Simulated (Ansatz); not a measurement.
The calculation used Ansatz, DFT PBE, scalar-relativistic, plane waves, PAW. Settings: cutoff 420 eV, Γ-centred meshes spaced at most about 0.3 Å⁻¹ (2π included), Gaussian smearing. No spin polarisation in the final relaxations.

All energies are static (0 K, no zero-point motion).

Compare these two cells of Al5InAs6, each relaxed at this level.

A.

```
Al In As
1.0
     4.09147    0.00000    0.00000
    -2.04574    3.54332    0.00000
     0.00000    0.00000   20.21850
Al In As
5 1 6
Direct
  0.66667 0.33333 0.16682
  0.66667 0.33333 0.49337
  0.66667 0.33333 0.83988
  0.33333 0.66667 0.00340
  0.33333 0.66667 0.33026
  0.33333 0.66667 0.66824
  0.66667 0.33333 0.28999
  0.66667 0.33333 0.61569
  0.66667 0.33333 0.96315
  0.33333 0.66667 0.12658
  0.33333 0.66667 0.45344
  0.33333 0.66667 0.80018
```

B.

```
Al In As
1.0
     7.08651    0.00000    0.00000
    -3.54326    6.13710    0.00000
     0.00000    0.00000    6.72473
Al In As
5 1 6
Direct
  0.33833 0.33833 0.00030
  0.00000 0.66167 0.00030
  0.66167 0.00000 0.00030
  0.66667 0.33333 0.50089
  0.33333 0.66667 0.50089
  0.00000 0.00000 0.50182
  0.35279 0.35279 0.36976
  0.00000 0.64721 0.36976
  0.64721 0.00000 0.36976
  0.66667 0.33333 0.87185
  0.33333 0.66667 0.87185
  0.00000 0.00000 0.89856
```

Question: Which form is favoured at zero pressure, and by what margin per atom?

Answer: B is lower, by 13 meV/atom. A has Al and In ordered on wurtzite sites, space group P3m1 (No. 156), 24.4 Å³/atom and a gap of 0.93 eV on its mesh; B has Al and In ordered on wurtzite sites, space group P31m (No. 157), 24.4 Å³/atom and a gap of 1.35 eV. In A, Al on its first site is surrounded by 4 As at 2.49–2.50 Å; In has 4 As at 2.59–2.67 Å; around As on its first site lie 4 Al at 2.49–2.50 Å; 9 more sites not described. In B, around Al on a site of symmetry m lie 4 As at 2.49–2.50 Å; In has 4 As at 2.65–2.67 Å; As on a site of symmetry m is surrounded by 3 Al at 2.46–2.49 Å and 1 In at 2.65 Å; 3 more sites not described. Both come from invented guesses.

Kohn–Sham gaps at this level usually fall short of measured ones. Cells relaxed within their symmetry can be saddle points.
